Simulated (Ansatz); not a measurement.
InAs:
```
CELL_PARAMETERS angstrom
      0.00000     3.05416     3.05416
      3.05416     0.00000     3.05416
      3.05416     3.05416     0.00000
ATOMIC_POSITIONS crystal
  As 0.75000 0.75000 0.75000
  In 0.00000 0.00000 0.00000
```

Relaxed with r²SCAN.

Task: Give the Bader charges and basin volumes of the independent atoms, the program Ansatz at the r²SCAN level (PAW).

Result: 

```
atom  Bader charge (e)  Bader volume (Å³)
----  ----------------  -----------------
As1              -0.84               33.3
In2              +0.84               23.7
```

Space group F-43m (zinc blende). Symmetry was held in the r²SCAN relaxation.

Potentials: the later of the program's two PAW sets.
